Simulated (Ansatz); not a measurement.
## How the functional moves the response of Hf (P6_3/mmc) (PBEsol, r²SCAN)

```
Hf
1.0
     3.15812    0.00000    0.00000
    -1.57906    2.73501    0.00000
     0.00000    0.00000    5.00423
Hf
2
Direct
  0.33333 0.66667 0.25000
  0.66667 0.33333 0.75000
```

This cell (21.61 Å³ an atom) was relaxed by PAW under PBEsol, and each functional gets its own cell relaxed so. Quantity: elastic moduli (Hill averages, relaxed ions; θ_D from sound speeds over directions).

Runs: (1) PBEsol, PAW on Ansatz 0.2.0's default frozen-core files (fitted under PBE), scalar-relativistic; k mesh 18×18×10, strains of ±0.008, Fermi-Dirac smearing of 0.100 eV, cutoff 420 eV. (2) r²SCAN, PAW on Ansatz 0.2.0's default frozen-core files (fitted under PBE), scalar-relativistic; k mesh 18×18×10, strains of ±0.005, Fermi-Dirac smearing of 0.050 eV, cutoff 500 eV.

Under PBEsol: B = 113 GPa, G = 52.5 GPa, C11 = 182 GPa, C33 = 207 GPa, C44 = 48.6 GPa, ν = 0.299, θ_D = 233 K.

Question: Which way does r²SCAN move the volume, and by how much?

Answer: a = 3.199, c = 5.045 Å, 22.36 Å³ an atom: 3.4 % larger.

Question: What does r²SCAN give for these quantities?

Answer: 

| quantity | PBEsol | r²SCAN | change |
| --- | --- | --- | --- |
| B | 113 GPa | 110 GPa | -2 % |
| G | 52.5 GPa | 62.3 GPa | +19 % |
| C11 | 182 GPa | 193 GPa | +6 % |
| C33 | 207 GPa | 202 GPa | -2 % |
| C44 | 48.6 GPa | 60.8 GPa | +25 % |
| ν | 0.299 | 0.262 | -12 % |
| θ_D | 233 K | 255 K | +9 % |

Known limits: frozen-core PAW files fitted under PBE, their cores solved anew for the functional of the run; responses of metals move with mesh and smearing; no spin-orbit coupling on heavy atoms; elastic stability says nothing of phonons or of other phases.
